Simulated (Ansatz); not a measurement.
HfC (rock salt, Fm-3m), a = 4.641 Å, b = 4.641 Å, c = 4.641 Å, α = 90.00°, β = 90.00°, γ = 90.00°; the cell used has 2 atoms.

Relaxed with r²SCAN.

Question: Tabulate the valence density and the electron localisation function along the shortest C–Hf contact (2.32 Å), r²SCAN (plane waves, PAW; program Ansatz).

Answer: 

```
distance from C (Å)  density (e/Å³)   ELF
-------------------  --------------  ----
0.23                           1.69  0.16
0.35                           1.65  0.41
0.46                           1.48  0.64
0.58                           1.22  0.75
0.70                           0.95  0.79
0.81                           0.73  0.76
0.93                           0.58  0.62
1.04                           0.50  0.40
1.16                           0.50  0.23
1.28                           0.66  0.21
1.39                           1.15  0.35
1.51                           2.28  0.57
1.62                           4.54  0.74
1.74                           8.41  0.82
1.86                          14.08  0.85
1.97                          21.08  0.84
2.09                          28.15  0.81
```

The density is the valence pseudo-density with augmentation charge, so density and ELF within about 1 Å of a nucleus are not all-electron values.

The r²SCAN relaxation kept the symmetry of its start. No spin polarisation was allowed. Scalar-relativistic: spin–orbit coupling is off unless named, which matters more the heavier the elements.

Potentials: the later of the program's two PAW sets.
